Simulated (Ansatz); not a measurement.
CuI (zinc blende, space group No. 216), LDA (plane waves, PAW; program Ansatz): ε∞ = 6.82, cell volume 50.34 Å³. Infrared-active transverse modes:

| ω_TO (cm⁻¹) | oscillator strength S_xx (e²/amu) |
|---|---|
| 155.3 | 0.02178 |

Q: Compute the static dielectric constant.

A: Each mode adds (4.921e7/V) S/ω²: 0.88. So ε0 = 7.70.

Q: What LO frequency does the Lyddane–Sachs–Teller relation give?

A: ω_LO = ω_TO √(ε0/ε∞) = 165 cm⁻¹.

Space group F-43m (zinc blende). Symmetry was held in the LDA relaxation. No spin polarisation was allowed. Spin–orbit coupling is left out wherever it is not named.

Potentials: the earlier of the program's two PAW sets. The files were generated under PBE; for other functionals the program regenerates the frozen cores, and for LDA and PBEsol the local potential too.
